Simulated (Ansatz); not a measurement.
# LuZrSi: reading a single point

```xyz
3
Lattice="4.1567 0.0000 0.0000 -2.0784 3.5998 0.0000 0.0000 0.0000 4.0631" Properties=species:S:1:pos:R:3 pbc="T T T"
Lu    2.0786    1.1998    2.0315
Zr    0.0000    0.0000    0.0000
Si   -0.0002    2.4000    2.0315
```

The numbers come from plane-wave PAW DFT (Ansatz): r2SCAN, no spin polarisation, 500 eV, 9×9×8 Γ-centred k points, fermi-dirac occupations (width 0.1 eV). Nothing was relaxed.

(1) Metal or insulator?

(2) Give the Bader charges.

(3) What does the stress say?

(4) Is it stable against the elements?

Origin: a known structure type with other elements, at an estimated volume, so it need not be a known compound. Caveats: many states at the Fermi level without spin polarisation, so a magnetic state may lie lower.

## Answers

(1) It is a metal, with about 3.3 states/eV a cell as the mean within 0.25 eV of the Fermi level, mostly Zr d (47 %) and Lu d (41 %).

(2) Bader charges in e: Lu +0.77, Zr +0.96, Si -1.73. In the mean Zr gives up most and Si takes most.

(3) The pressure is 14.7 GPa (compression positive), so with the atoms held at these fractions the cell would first expand. The principal stresses -7.1, 25.6, 25.6 GPa differ, so its shape would change too.

(4) 0.37 eV an atom against the elements' usual phases (free molecules for gases, crystals otherwise, with no correction for O₂ or N₂), so at this geometry it isn't bound against them. Relaxing would lower it.
